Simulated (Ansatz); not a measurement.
Lu (hcp, Mg type)

```
Lu
1.0
    3.50708     0.00000     0.00000
   -1.75354     3.03722     0.00000
    0.00000     0.00000     5.46208
Lu
2
Direct
  0.33333   0.66667   0.75000
  0.66667   0.33333   0.25000
```

This relaxed cell (volume V₀) is scaled evenly in all directions, its shape held. Symmetry pins the atoms to their sites.

Level of theory: PBE (plane waves to 420 eV, PAW, scalar-relativistic; Ansatz, an electronic-structure program). k mesh 15×15×9 (Γ-centred), Fermi-Dirac smearing 0.05 eV. E stands for the smeared free energy. With the shape held, the modulus is that of even scaling; a crystal free to change shape is softer. Lu is run without spin polarisation. Lu was relaxed with its symmetry unable to fall. The zero of ΔE is the relaxed starting cell. The last digit holds for this mesh only.

```tsv
V (Å³/atom)	ΔE (meV/atom)
26.181	49.6
26.909	26.8
27.636	11.5
28.363	2.8
29.090	0.0
29.818	2.5
30.545	9.8
31.272	21.4
31.999	36.7
```

Q: What bulk modulus at fixed cell shape B₀ follows from a third-order Birch-Murnaghan fit?

A: 46.7 GPa.

Q: What is the fitted pressure derivative B₀′?

A: 3.5.

(Under strain, the slope of the energy per volume gives the stress and its curvature an elastic modulus.)
